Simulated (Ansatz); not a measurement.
Here is the system:

WC:
```
WC
1.0
    2.71565     0.00000     0.00000
    0.00000     2.71565     0.00000
    0.00000     0.00000     2.71565
W C
1 1
Direct
  0.00000   0.00000   0.00000
  0.50000   0.50000   0.50000
```

This is the r²SCAN-relaxed structure.

All from DFT-r²SCAN in the program Ansatz with PAW potentials, unless another level is named. Give the Young's modulus.

636 GPa.

Give the elastic constants (relaxed ions, GPa).

C11 = 1010, C12 = 63.5, C44 = 170.

Space group Pm-3m (CsCl type). A made-up cell: these elements were put on the sites of a structure type; neither database checked (COD, Materials Project) lists it. It is not the phase usual at ambient conditions (space group No. 187). The cell was relaxed with r²SCAN under the symmetry of its start; its stability against distortions is not shown here. No spin polarisation was allowed. As this level gives no gap, shear constants depend on the k-mesh and smearing (Fermi–Dirac, 0.1 eV here). Scalar-relativistic: spin–orbit coupling is off unless named, which matters more the heavier the elements.

Potentials: the later of the program's two PAW sets.
